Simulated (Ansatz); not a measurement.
The relaxed structure here is a generated cell of Ir: the first start was made by a random draw of sites in a space group, and the end was not matched to a known phase here, so it may be hypothetical. Known forms of Ir include space group No. 225.

A relaxed cell of Ir (P6/mmm (No. 191)), relaxed on a k-mesh at least as fine as the one used below. Calculation: PBEsol (plane waves to 420 eV, PAW, scalar-relativistic; Ansatz, a quantum-chemistry and plane-wave program). Γ-centred k-mesh 14×14×7 on the run's cell (coarser than for final values), Fermi–Dirac smearing 0.05 eV.

```
Ir
1.0
    2.62915     0.00000     0.00000
   -1.31457     2.27691     0.00000
    0.00000     0.00000     5.13201
Ir
2
Direct
  0.00000   0.00000   0.25000
  0.00000   0.00000   0.75000
```

The atoms are displaced by (Å):

```json
[
 {"atom": "Ir1", "ux": "0.058", "uy": "0.043", "uz": "0.138"},
 {"atom": "Ir2", "ux": "0.012", "uy": "0.167", "uz": "-0.027"}
]
```

Task: What forces (eV/Å) and pressure result?

Result: 
```csv
atom,Fx,Fy,Fz
Ir1,0.00,0.00,-1.31
Ir2,0.00,0.00,1.31
```

Pressure +3.8 GPa.

The undisplaced cell is probably no minimum: from this displacement the run went on to P6₃/mmc (No. 194), 0.56 eV/atom below it.

No spin polarisation in the result.
